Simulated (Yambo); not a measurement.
Absorption of Ba2ScNbO6 (space group Fm-3m, No. 225) with and without the electron-hole interaction (Yambo, LDA bands; 4×4×4 mesh, 17 valence and 11 conduction bands, static screening with 91 bands and a 3 Ry block, scissor 1.69 eV, Tamm-Dancoff; field along x).

```tsv
E (eV)	Im ε, BSE	Im ε, independent quasiparticles
2.80	0.13	0.07
2.90	0.15	0.08
3.00	0.16	0.08
3.10	0.18	0.09
3.20	0.20	0.10
3.30	0.23	0.10
3.40	0.27	0.11
3.50	0.31	0.12
3.60	0.38	0.14
3.70	0.48	0.15
3.80	0.64	0.17
3.90	0.92	0.19
4.00	1.47	0.22
4.10	2.43	0.26
4.20	2.94	0.32
4.30	3.11	0.41
4.40	3.33	0.57
4.50	2.86	0.83
4.60	2.71	1.09
4.70	2.84	1.45
4.80	3.37	1.72
4.90	4.73	1.81
5.00	5.49	1.92
5.10	5.14	1.89
5.20	5.64	2.21
5.30	5.75	3.01
5.40	4.92	3.23
5.50	4.24	3.38
5.60	4.15	4.65
5.70	4.81	5.91
5.80	6.02	5.32
5.90	6.55	4.32
6.00	5.80	4.07
6.10	5.24	4.46
6.20	5.20	5.07
6.30	4.73	5.78
6.40	3.80	5.56
6.50	3.29	5.21
6.60	3.13	5.38
6.70	2.98	4.59
6.80	2.63	3.63
6.90	2.55	3.40
7.00	2.54	3.33
7.10	2.67	3.45
7.20	2.70	3.83
7.30	2.82	4.26
7.40	3.50	4.48
7.50	4.78	4.64
7.60	5.28	4.15
7.70	5.25	3.66
7.80	4.69	3.20
7.90	3.83	3.19
```

The scissor comes from a G0W0 run whose convergence isn't established. Broadening 0.15 eV. The band window holds all transitions up to 7.9 eV. Fine structure above the onset can come from the mesh.

Spin-orbit splittings are left out.

Geometry of the Materials Project entry, not relaxed at this level; primitive cell a = 5.8607 Å, b = 5.8607 Å, c = 5.8607 Å, α = 60.00°, β = 60.00°, γ = 60.00°.

The structure is a Materials Project entry; no match was found in the copy of COD used, and its stability was not checked.
